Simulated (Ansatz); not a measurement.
Al2Pt:
```
CELL_PARAMETERS angstrom
      0.00000     2.97302     2.97302
      2.97302     0.00000     2.97302
      2.97302     2.97302     0.00000
ATOMIC_POSITIONS crystal
  Pt 0.00000 0.00000 0.00000
  Al 0.25000 0.25000 0.25000
  Al 0.75000 0.75000 0.75000
```

Relaxed with PBE. Special points in fractions of this cell's reciprocal vectors: Γ (0.000, 0.000, 0.000); X (0.500, 0.000, 0.500); U (0.625, 0.250, 0.625); K (0.375, 0.375, 0.750); L (0.500, 0.500, 0.500); W (0.500, 0.250, 0.750).

List the band energies nearest the Fermi level at these points for plane-wave PAW PBE with spin–orbit coupling (Ansatz code).

In eV from the Fermi level; about four levels below and three above (degenerate sets whole), none deeper than 8.9 eV; points with the same levels are listed once.

```tsv
k	below	above
Γ	-3.57 -3.57 -3.57 -3.57	2.73 2.73 2.75 2.75
X	-1.87 -1.87 -1.46 -1.46	2.99 2.99 3.30 3.30
U	-1.97 -1.97 -0.67 -0.67	3.18 3.18 5.28 5.28
L	-3.22 -3.22 -3.16 -3.16	0.61 0.61 1.19 1.19
W	-2.59 -2.59 -0.92 -0.92	4.98 4.98 5.12 5.12
```

Space group Fm-3m (fluorite or antifluorite type). The cell was relaxed with PBE under the symmetry of its start; phonons on a q-mesh show no instability. No spin polarisation was allowed.

Potentials: the later of the program's two PAW sets.
